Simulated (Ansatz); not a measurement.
# Structures of ReRh2: which is lowest?

Plane-wave DFT in Ansatz with scalar-relativistic PAW potentials, cutoff 420 eV, Γ-centred meshes chosen by cell and gap, Gaussian smearing with energies taken to zero width. Every cell was relaxed (cell and atoms) in a run of its own, within the symmetry of its start. Functional: PBE.

Relaxed structures (starts from databases or built by putting these elements on another compound's sites):
A. P6/mmm, 3 atoms in the computed cell, a = 4.317 Å, c = 2.676 Å; sites (symmetry × multiplicity) Re 6/mmm × 1, Rh -6m2 × 2; start: built
B. I4/mmm, 3 atoms in the computed cell, a = 3.250 Å, c = 8.270 Å; sites (symmetry × multiplicity) Re 4/mmm × 2, Rh 4mm × 4; start: built

Q: Rank them by energy. Could pressure change the order?

A:
| structure | group | E − E(lowest) (meV/atom) | V (Å³/atom) | gap on mesh (eV) |
| --- | --- | --- | --- | --- |
| A | P6/mmm | 0.0 | 14.40 | 0.00 |
| B | I4/mmm | 72 | 14.56 | 0.00 |

A is lowest, 72 meV/atom under B. The lowest is also the densest of these, so pressure wouldn't bring one of the others in at first order. Other structures may lie lower than all of these, and vibrations aren't counted.

Spin-orbit coupling is left out, which matters for the bands of heavy elements.